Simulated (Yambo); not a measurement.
**How GW settings move the gap: KOH**

G0W0@LDA for KOH (space group Cmc2_1, No. 36) in Yambo. Reference settings: 4×4×4 Γ-centred k mesh, 117 bands and a 7 Ry block in the screening, 117 bands in G with the Bruneval-Gonze terminator, plasmon pole fitted at 27.2 eV. The LDA gap (-0.5, -0.5, 0) → Γ on this mesh is 3.69 eV; G0W0 gaps are taken between the same points.

| change from the reference | G0W0 gap (-0.5, -0.5, 0) → Γ (eV) | shift of the valence edge (eV) | rough Yambo cost |
|---|---|---|---|
| reference settings | 6.46 | -1.52 | 1 |
| 91 bands in W, 91 bands in G | 6.48 | -1.49 | within a factor of two |
| 31 bands in W, 31 bands in G, 4 Ry block | 6.98 | -1.36 | about 1/7 |
| 31 bands in W, 31 bands in G, 6 Ry block | 6.95 | -1.31 | about 1/6 |
| 46 bands in W, 46 bands in G, 4 Ry block | 6.60 | -1.39 | about 1/5 |
| 46 bands in W, 46 bands in G, 3 Ry block | 6.59 | -1.47 | about 1/5 |
| 46 bands in W, 46 bands in G, 2 Ry block | 6.73 | -1.63 | about 1/4 |
| 66 bands in W, 66 bands in G, 6 Ry block | 6.50 | -1.44 | about 1/4 |
| 66 bands in W, 66 bands in G, 3 Ry block | 6.44 | -1.51 | about 1/4 |
| 66 bands in W, 66 bands in G, 4 Ry block | 6.47 | -1.45 | about 1/4 |
| 66 bands in W, 66 bands in G, 2 Ry block | 6.57 | -1.66 | about 1/4 |
| 91 bands in W, 91 bands in G, 2 Ry block | 6.51 | -1.68 | about 1/2 |
| 4 Ry block | 6.38 | -1.52 | within a factor of two |
| 2×2×2 mesh | 6.46 | -1.45 | about 1/20 |
| 4×4×2 mesh | 6.47 | -1.51 | about 1/3 |

The reference isn't shown to be the converged limit. Costs are rough (shared machines), scaled to the same edge states, and given only for runs that recompute the screening.

Geometry of the Materials Project entry, not relaxed at this level; primitive cell a = 5.539 Å, b = 5.539 Å, c = 3.973 Å, α = 90.00°, β = 90.00°, γ = 138.58°.

The structure is a Materials Project entry; no match was found in the copy of COD used, and its stability was not checked.

A shift is the quasiparticle energy of the state minus its LDA energy.
